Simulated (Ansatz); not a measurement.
Method: DFT PBE, scalar-relativistic, plane waves, PAW (Ansatz). Settings: cutoff 420 eV, Γ-centred meshes spaced at most about 0.3 Å⁻¹, and about 0.25 Å⁻¹ or finer for metals (2π included), Gaussian smearing. No spin polarisation in the final relaxations.

Each of these unrelaxed guesses is relaxed in cell and atoms within its symmetry. A guess keeps its type if space group and coordination stay and the shape of the cell changes little (axis ratios within about 15 %, angles within 6°); the volume may change.

1. Al2BAs3

```
Al B As
1.0
     2.50499    1.44626    4.45019
    -2.50499    1.44626    4.45019
     0.00000   -2.89251    4.45019
Al B As
2 1 3
Direct
  0.87858 0.87858 0.87858
  0.12142 0.12142 0.12142
  0.50000 0.50000 0.50000
  0.50000 0.00000 0.50000
  0.50000 0.50000 0.00000
  0.00000 0.50000 0.50000
```

2. CsB3C2

```
Cs B C
1.0
     4.56769   -2.74381    0.00000
     4.56769    2.74381    0.00000
    -0.03664    0.00000    3.74442
Cs B C
1 3 2
Direct
  0.02521 0.02521 0.13440
  0.50685 0.50685 0.50837
  0.51138 0.96301 0.55693
  0.96301 0.51138 0.55693
  0.66787 0.66787 0.99742
  0.32569 0.32569 0.05232
```

3. Zn3Cd2Se5

```
Zn Cd Se
1.0
    -2.02036    2.02036   14.28610
     2.02036   -2.02036   14.28610
     2.02036    2.02036  -14.28610
Zn Cd Se
3 2 5
Direct
  0.40000 0.40000 0.00000
  0.00000 0.00000 0.00000
  0.60000 0.60000 0.00000
  0.80000 0.80000 0.00000
  0.20000 0.20000 0.00000
  0.35000 0.85000 0.50000
  0.95000 0.45000 0.50000
  0.55000 0.05000 0.50000
  0.15000 0.65000 0.50000
  0.75000 0.25000 0.50000
```

Problem. Which guesses survive the relaxation?

Solution. Guess 3 keeps its type.

```json
{"guess": "1", "kept": "no", "start group": "R-3m", "end group": "R-3m", "V start (Å³/atom)": "16.1", "V end": "17.6", "b/a and c/a, end over start": "1.00, 0.54", "nearest neighbours start": "Al 16, As 6, B 12", "nearest neighbours end": "Al 4, As 4, B 6"}
{"guess": "2", "kept": "no", "start group": "Cm", "end group": "Amm2", "V start (Å³/atom)": "15.6", "V end": "18.2", "b/a and c/a, end over start": "-", "nearest neighbours start": "B 3/6, C 4/6, Cs 7", "nearest neighbours end": "B 2/3, C 3, Cs 18"}
{"guess": "3", "kept": "yes", "start group": "I-4m2", "end group": "I-4m2", "V start (Å³/atom)": "23.3", "V end": "25.9", "b/a and c/a, end over start": "1.00, 1.01", "nearest neighbours start": "Cd 4, Se 4, Zn 4", "nearest neighbours end": "Cd 4, Se 4, Zn 4"}
```

Neighbours count within 15 % of an atom's shortest distance; end groups are read at 0.02 Å (0.05 Å in metals).

Cells relaxed within their symmetry can be saddle points.

In counts of neighbours, a slash parts the counts of unlike sites.
